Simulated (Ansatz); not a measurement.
A relaxed cell of AlGa2P3 is given with its symmetry left out. The cell was found from a structure generator's guess, not taken from experiment.

Method: DFT PBE, scalar-relativistic, plane waves, PAW (Ansatz 0.2.0). Cutoff 420 eV, Γ-centred mesh, Gaussian smearing, no spin polarisation.

```xyz
6
Lattice="3.8936 0.0000 0.0000 -1.9468 3.3720 0.0000 0.0000 0.0000 9.5396" Properties=species:S:1:pos:R:3 pbc="T T T"
Al    0.0000    0.0000    9.5375
Ga    0.0000    2.2480    6.3597
Ga    1.9468    1.1240    3.1816
P     0.0000    2.2480    8.7506
P     1.9468    1.1240    5.5636
P     0.0000    0.0000    2.3804
```

Formation energies are uncorrected and refer to the elements' standard structures at the same level. The references include black phosphorus.

(1) What space group does it have?

(2) How far does it lie from the elements in energy?

(3) Is it a metal?

Results:

(1) P3m1 (No. 156), with Al and Ga ordered on zinc blende sites. Conventional cell: a = 3.894 Å, c = 9.540 Å. Al is surrounded by 4 P at 2.38 Å; around Ga on its first site lie 4 P at 2.38–2.39 Å; around Ga on its second site lie 4 P at 2.38–2.39 Å; P on its first site is surrounded by 3 Al at 2.38 Å and 1 Ga at 2.39 Å; 2 more sites not described.

(2) −0.498 eV/atom. It lies below the elements, which doesn't yet make it stable against other compounds or structures.

(3) No, the gap on the 12×12×4 mesh is 1.64 eV.

The last run used a 12×12×4 mesh (in the run's order of axes) for its 6-atom cell and Gaussian smearing of 0.02 eV. Kohn–Sham gaps at this level usually fall short of measured ones. The reference form of P is held partly by dispersion forces, which this level lacks. A later test with randomly moved atoms came back to the same energy, though modes that don't fit the test's cell weren't probed.
